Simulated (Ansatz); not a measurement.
**Question.** Name crystals whose computed values (r²SCAN in the plane-wave PAW code Ansatz) fall in these windows: B₀ by P(V) fit (GPa) 180 to 250; highest Γ mode, no LO–TO term (cm⁻¹) 320 to 450.

**Answer.** 

| crystal | B₀ by P(V) fit (GPa) | highest Γ mode, no LO–TO term (cm⁻¹) |
|---|---|---|
| SiNi2, Pnma (Si on 4c, Ni on 4c, Ni on 4c) | 207 | 398 |
| Si2Mo, MoSi2 or CaC2 type | 217 | 441 |
| Si2Mo, P6_222 (Si on 6j, Mo on 3d) | 221 | 419 |
| Si2W, P6_222 (Si on 6j, W on 3d) | 237 | 422 |
| CoSi2, fluorite or antifluorite type | 197 | 348 |
Others may fit too.

Not the usual ambient phase: Si2Mo, P6_222 (Si on 6j, Mo on 3d); Si2W, P6_222 (Si on 6j, W on 3d). All cells were relaxed under the symmetry of their starts (and spin orders); stability against distortions was not tested throughout. Rows with no word on spin ran without spin polarisation. Scalar-relativistic: spin–orbit coupling is off unless named, which matters more the heavier the elements.

Potentials: the earlier of the program's two PAW sets.
